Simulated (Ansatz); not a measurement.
Data:

MgS:
```xyz
2
Lattice="0.0000 2.7968 2.7968 2.7968 0.0000 2.7968 2.7968 2.7968 0.0000" Properties=species:S:1:pos:R:3 pbc="T T T"
S      4.1953     4.1953     4.1953
Mg     0.0000     0.0000     0.0000
```

This is the LDA-relaxed structure.

Question: All from the program Ansatz at the LDA level (PAW), unless another level is named. Estimate the largest static χ(2) component.

Answer: 4.0 pm/V.

Question: What about the Born charges (a third of the trace)?

Answer: S -1.87, Mg +1.87 e.

Question: Predict the static dielectric constant ε0 (ions relaxed, cell fixed).

Answer: 6.61.

Question: Predict the electronic dielectric constant ε∞ (DFPT).

Answer: 4.19.

Space group F-43m (zinc blende). A made-up cell: these elements were put on the sites of a structure type; the Crystallography Open Database copy checked does not list it. COD files the formula under space group No. 225, so this cell is another polymorph or a model. Its standing as an ambient phase is unchecked. The cell was relaxed with LDA under the symmetry of its start; phonons on a q-mesh show no instability.

Potentials: the later of the program's two PAW sets.
